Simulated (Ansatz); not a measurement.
TaF3:
```xyz
4
Lattice="4.0900 0.0000 0.0000 0.0000 4.0900 0.0000 0.0000 0.0000 4.0900" Properties=species:S:1:pos:R:3 pbc="T T T"
Ta     0.0000     0.0000     0.0000
F      2.0450     0.0000     0.0000
F      0.0000     2.0450     0.0000
F      0.0000     0.0000     2.0450
```

Relaxed with r²SCAN. Special points in fractions of this cell's reciprocal vectors: Γ (0.000, 0.000, 0.000); X (0.000, 0.500, 0.000); M (0.500, 0.500, 0.000); R (0.500, 0.500, 0.500).

**Question.** List the band energies nearest the Fermi level at these points for r²SCAN in the plane-wave PAW code Ansatz.

**Answer.** In eV from the Fermi level; about four levels below and three above (degenerate sets whole), none deeper than 8.9 eV; points with the same levels are listed once.

```csv
k,below,above
Γ,-0.92 -0.92 -0.92 -0.01,2.22 2.22 8.06
X,-8.83 -8.83 -0.86,0.29 0.29 2.18
M,-8.29,0.36 0.36 1.21
R,-8.29 -8.29 -8.29,1.37 1.37 1.37
```

Space group Pm-3m (ReO3 type). The workflow started from an entry of the Crystallography Open Database (COD). Whether it is the stable phase at ambient conditions was not checked. The r²SCAN relaxation kept the symmetry of its start; whether a distortion lowers the energy is not shown. The run is not spin-polarised. The volume moved by 15 % from the start of the relaxation. Scalar-relativistic: spin–orbit coupling is off unless named, which matters more the heavier the elements.

Potentials: the later of the program's two PAW sets.
